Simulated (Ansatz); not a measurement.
This run works on a generated trial structure, not on a known crystal.

Input and command of a plane-wave DFT calculation in Ansatz:

```yaml
crystal:
  lattice:
    - [3.66193855, 0.0, 0.0]
    - [0.0, 3.66193855, 0.0]
    - [0.0, 0.0, 3.66193855]
  atoms:
    - { symbol: Ni, position: [0.0, 0.5, 0.5], spin: 2.0 }
    - { symbol: Ni, position: [0.5, 0.5, 0.0], spin: 2.0 }
    - { symbol: Ni, position: [0.5, 0.0, 0.5], spin: 2.0 }
    - { symbol: O, position: [0.0, 0.0, 0.0] }
basis:
  ecutwfc: 420
kpoints:
  mp_grid: { grid: [6, 6, 6] }
hamiltonian:
  xc: pbe
scf:
  occupations: { method: gaussian, width: 0.1 }
  lower_state_search: "off"
output:
  forces: true
  stress: true
  eigenvalues: true
  populations: true
magnetization:
  spin_polarized: true
relax:
  adjacent_minimum: "off"
  f_tol: 0.04
  max_steps: 70
  cell: { stress_tol: 0.4 }
```

```bash
ansatz run input.yaml --threads 1 --pin off --max-ram 2560MiB --backend cpu --events-out ev --progress --plain --runs-dir out
```

Processor: Intel(R) Xeon(R) Processor @ 2.50GHz (Skylake/Cascade Lake), 1 thread, on a host shared with other jobs.

Problem. Estimate time, memory and problem size.

Solution. About 68 s, peak memory 0.39 GiB. It solves 40 bands at 20 k points (after reduction by symmetry) with about 799 plane waves (on the last cell), in 65 SCF iterations over 7 ionic steps.
